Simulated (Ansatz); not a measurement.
**W (Fm-3m), trigonal deformation path**

These are results of Ansatz, DFT PBEsol, scalar-relativistic, plane waves, PAW, not measurements. Cutoff 420 eV, Γ-centred 22×22×22 k-points, Gaussian smearing of 0.15 eV. Spin–orbit coupling is left out, which can shift energies with elements as heavy as these. No spin polarisation. Energies are free energies at this smearing, counted from the undisturbed cell; pressure is positive in compression.

Reference structure (as given, not relaxed at this level; it stands at -12.7 GPa; this fcc form isn't the usual structure):

```
W
1.0
     0.00000    2.03000    2.03000
     2.03000    0.00000    2.03000
     2.03000    2.03000    0.00000
W
1
Direct
  0.00000 0.00000 0.00000
```

At fixed volume and fractional coordinates, lengths along (0.577, 0.577, 0.577) are scaled against those across it; ρ is that ratio over its starting value. The cell is metallic on the mesh throughout. At ρ = 0.500 the cell becomes cubic (Pm-3m), and there the slope of the energy vanishes by symmetry. At -13 GPa the given cell is far from its own equilibrium, so these figures belong to a strongly strained crystal.

| ρ | ΔE (meV/atom) |
| --- | --- |
| 0.500 | 1022.9 |
| 0.600 | 752.4 |
| 0.710 | 237.6 |
| 0.850 | -76.1 |
| 0.930 | -38.9 |
| 1.000 | 0.0 |
| 1.080 | -14.6 |
| 1.200 | 115.7 |
| 1.410 | 870.5 |
| 1.700 | 2499.6 |
| 2.000 | 4482.4 |

Problem. Predict the pressure (GPa) at each point.

Solution.
| ρ | pressure (GPa) |
| --- | --- |
| 0.500 | 16.0 |
| 0.600 | 10.4 |
| 0.710 | -0.8 |
| 0.850 | -10.0 |
| 0.930 | -12.0 |
| 1.000 | -12.7 |
| 1.080 | -11.7 |
| 1.200 | -5.3 |
| 1.410 | 18.0 |
| 1.700 | 65.6 |
| 2.000 | 122.0 |